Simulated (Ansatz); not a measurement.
YGa in space group Cmcm (No. 63; Y on 4c, Ga on 4c) at seven volumes, r²SCAN (plane waves, PAW; program Ansatz), shape and atoms relaxed at each. One row is withheld.

```csv
V (Å³/atom),P (GPa)
21.757,8.19
22.475,5.04
23.192,2.33
23.909,0.00
24.626,?
25.344,-3.70
26.061,-5.16
```

Problem. Fit the shown pressures and predict the withheld one.

Solution. Third-order Birch–Murnaghan: P = (3/2)B₀(x^(7/2) − x^(5/2))[1 + (3/4)(B′ − 4)(x − 1)] with x = (V₀/V)^(2/3). Least squares on the six rows gives V₀ = 23.912 Å³/atom, B₀ = 71.53 GPa, B′ = 4.09. At V = 24.626, x = 0.9806 and P = -1.98 GPa. The run itself gave -2.00 GPa.

The workflow started from an entry of the Crystallography Open Database (COD). Its standing as an ambient phase is unchecked. The cell was relaxed with r²SCAN under the symmetry of its start; its stability against distortions is not shown here. The run is not spin-polarised.

Potentials: the later of the program's two PAW sets.
